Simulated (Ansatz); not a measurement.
Input, command and steps of an Ansatz relaxation.

```yaml
crystal:
  lattice:
    - [-4.7074212545, 4.7074212545, 2.3822994334]
    - [4.7074212545, -4.7074212545, 2.3822994334]
    - [4.7074212545, 4.7074212545, -2.3822994334]
  atoms:
    - { symbol: Si, position: [0.25, 0.25, 0.0] }
    - { symbol: Si, position: [0.75, 0.75, 0.0] }
    - { symbol: Si, position: [0.6676872187, 0.1676872187, 0.8353744374] }
    - { symbol: Si, position: [0.1676872187, 0.3323127813, 0.5] }
    - { symbol: Si, position: [0.3323127813, 0.8323127813, 0.1646255626] }
    - { symbol: Si, position: [0.8323127813, 0.6676872187, 0.5] }
    - { symbol: Mo, position: [0.75, 0.25, 0.5] }
    - { symbol: Mo, position: [0.25, 0.75, 0.5] }
    - { symbol: Mo, position: [0.2241343109, 0.0766010133, 0.3007353242] }
    - { symbol: Mo, position: [0.0766010133, 0.7758656891, 0.8524667025] }
    - { symbol: Mo, position: [0.7758656891, 0.9233989867, 0.6992646758] }
    - { symbol: Mo, position: [0.9233989867, 0.2241343109, 0.1475332975] }
    - { symbol: Mo, position: [0.2758656891, 0.5766010133, 0.8524667025] }
    - { symbol: Mo, position: [0.4233989867, 0.2758656891, 0.6992646758] }
    - { symbol: Mo, position: [0.7241343109, 0.4233989867, 0.1475332975] }
    - { symbol: Mo, position: [0.5766010133, 0.7241343109, 0.3007353242] }
basis:
  ecutwfc: 420
kpoints:
  mp_grid: { grid: [8, 8, 8] }
hamiltonian:
  xc: pbesol
scf:
  occupations: { method: gaussian, width: 0.1 }
output:
  forces: true
  stress: true
  eigenvalues: true
relax:
  adjacent_minimum: "off"
  f_tol: 0.01
  max_steps: 30
  cell: { stress_tol: 0.1, fix: [volume] }
```

```bash
ansatz run input.yaml --threads 4 --pin off --max-ram 10240MiB --backend cpu --events-out ev --progress --plain --runs-dir out
```

Computed with DFT PBEsol, scalar-relativistic, plane waves, PAW in Ansatz 0.2.0.

The volume is held at 0.94 times that of the relaxed cell.

Of 4 frames 3 are shown, positions in Å and forces in eV/Å; the SCF threshold varies from step to step. Steps run on the plane waves of an earlier cell, with a Pulay correction in the pressure. The basis is chosen afresh for the last frame, the zero of the energies, and at times for earlier ones too; energy and pressure can step there, also at an unchanged geometry. Where two frames share a geometry here, they differ by under 2 meV/atom and 0.3 GPa.

```xyz
16
Lattice="-4.7074 4.7074 2.3823 4.7074 -4.7074 2.3823 4.7074 4.7074 -2.3823" Properties=species:S:1:pos:R:3:forces:R:3 pbc="T T T" step=1 free_energy_over_end_meV_per_atom=0.07 pressure_GPa=18.19
Si    0.0000    0.0000    1.1911    0.0000    0.0000    0.0000
Si    0.0000    0.0000    3.5734    0.0000    0.0000    0.0000
Si    1.5787    6.2862    0.0000    0.0361    0.0361    0.0000
Si    3.1287    1.5787    0.0000   -0.0361    0.0361    0.0000
Si    3.1287   -1.5787    2.3823   -0.0361   -0.0361    0.0000
Si    1.5787    3.1287    2.3823    0.0361   -0.0361    0.0000
Mo    0.0000    4.7074    1.1911    0.0000    0.0000    0.0000
Mo    4.7074    0.0000    1.1911    0.0000    0.0000    0.0000
Mo    0.7212    2.1102    0.0000    0.0121   -0.0333    0.0000
Mo    7.3047    0.7212    0.0000    0.0333    0.0121    0.0000
Mo    3.9862    2.5972    2.3823   -0.0121    0.0333    0.0000
Mo   -2.5972    3.9862    2.3823   -0.0333   -0.0121    0.0000
Mo    5.4286    2.5972    0.0000    0.0121    0.0333    0.0000
Mo    2.5972    3.9862    0.0000    0.0333   -0.0121    0.0000
Mo   -0.7212    2.1102    2.3823   -0.0121   -0.0333    0.0000
Mo    2.1102    0.7212    2.3823   -0.0333    0.0121    0.0000
16
Lattice="-4.7112 4.7112 2.3785 4.7112 -4.7112 2.3785 4.7112 4.7112 -2.3785" Properties=species:S:1:pos:R:3:forces:R:3 pbc="T T T" step=2 free_energy_over_end_meV_per_atom=0.01 pressure_GPa=18.13
Si    0.0000    0.0000    1.1893    0.0000    0.0000    0.0000
Si    0.0000    0.0000    3.5678    0.0000    0.0000    0.0000
Si    1.5815    6.2927    0.0000    0.0048    0.0048    0.0000
Si    3.1297    1.5815    0.0000   -0.0048    0.0048    0.0000
Si    3.1297   -1.5815    2.3785   -0.0048   -0.0048    0.0000
Si    1.5815    3.1297    2.3785    0.0048   -0.0048    0.0000
Mo    0.0000    4.7112    1.1893    0.0000    0.0000    0.0000
Mo    4.7112    0.0000    1.1893    0.0000    0.0000    0.0000
Mo    0.7220    2.1096    0.0000    0.0069    0.0206    0.0000
Mo    7.3127    0.7220    0.0000   -0.0206    0.0069    0.0000
Mo    3.9891    2.6016    2.3785   -0.0069   -0.0206    0.0000
Mo   -2.6016    3.9891    2.3785    0.0206   -0.0069    0.0000
Mo    5.4332    2.6016    0.0000    0.0069   -0.0206    0.0000
Mo    2.6016    3.9891    0.0000   -0.0206   -0.0069    0.0000
Mo   -0.7220    2.1096    2.3785   -0.0069    0.0206    0.0000
Mo    2.1096    0.7220    2.3785    0.0206    0.0069    0.0000
16
Lattice="-4.7106 4.7106 2.3791 4.7106 -4.7106 2.3791 4.7106 4.7106 -2.3791" Properties=species:S:1:pos:R:3:forces:R:3 pbc="T T T" step=4 free_energy_over_end_meV_per_atom=0.00 pressure_GPa=18.14
Si    0.0000    0.0000    1.1896    0.0000    0.0000    0.0000
Si    0.0000    0.0000    3.5687    0.0000    0.0000    0.0000
Si    1.5816    6.2921    0.0000    0.0015    0.0015    0.0000
Si    3.1290    1.5816    0.0000   -0.0015    0.0015    0.0000
Si    3.1290   -1.5816    2.3791   -0.0015   -0.0015    0.0000
Si    1.5816    3.1290    2.3791    0.0015   -0.0015    0.0000
Mo    0.0000    4.7106    1.1896    0.0000    0.0000    0.0000
Mo    4.7106    0.0000    1.1896    0.0000    0.0000    0.0000
Mo    0.7219    2.1103    0.0000    0.0015    0.0009    0.0000
Mo    7.3108    0.7219    0.0000   -0.0009    0.0015    0.0000
Mo    3.9887    2.6003    2.3791   -0.0015   -0.0009    0.0000
Mo   -2.6003    3.9887    2.3791    0.0009   -0.0015    0.0000
Mo    5.4325    2.6003    0.0000    0.0015   -0.0009    0.0000
Mo    2.6003    3.9887    0.0000   -0.0009   -0.0015    0.0000
Mo   -0.7219    2.1103    2.3791   -0.0015    0.0009    0.0000
Mo    2.1103    0.7219    2.3791    0.0009    0.0015    0.0000
```

Time: 2.2 min on 4 threads of Intel(R) Xeon(R) Platinum 8259CL CPU @ 2.50GHz (Skylake/Cascade Lake), with other jobs on the host, peak memory 1.4 GiB.